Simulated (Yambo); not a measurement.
# Convergence of the G0W0 gap of RbH

G0W0@PBEsol for RbH (rock salt, space group Fm-3m, No. 225) in Yambo. Reference settings: 4×4×4 Γ-centred k mesh, 117 bands and a 10 Ry block in the screening, 117 bands in G with the Bruneval-Gonze terminator, plasmon pole fitted at 27.2 eV. The PBEsol gap L → L on this mesh is 2.72 eV; G0W0 gaps are taken between the same points.

```csv
change from the reference,G0W0 gap L → L (eV),shift of the valence edge (eV),rough Yambo cost
reference settings,5.27,-1.90,1
37 bands in G,5.25,-1.87,–
wavefunctions cut at 25 Ry,5.27,-1.90,about 1/2
no point-group symmetry,5.28,-1.91,about 3×
"37 bands in G, no terminator",5.16,-1.62,–
no terminator,5.27,-1.86,–
```

The reference isn't shown to be the converged limit. Costs are rough (shared machines), scaled to the same edge states, and given only for runs that recompute the screening.

Geometry of the Materials Project entry, not relaxed at this level; primitive cell a = b = c = 4.248 Å, α = β = γ = 60.00°.

A shift is the quasiparticle energy of the state minus its PBEsol energy.
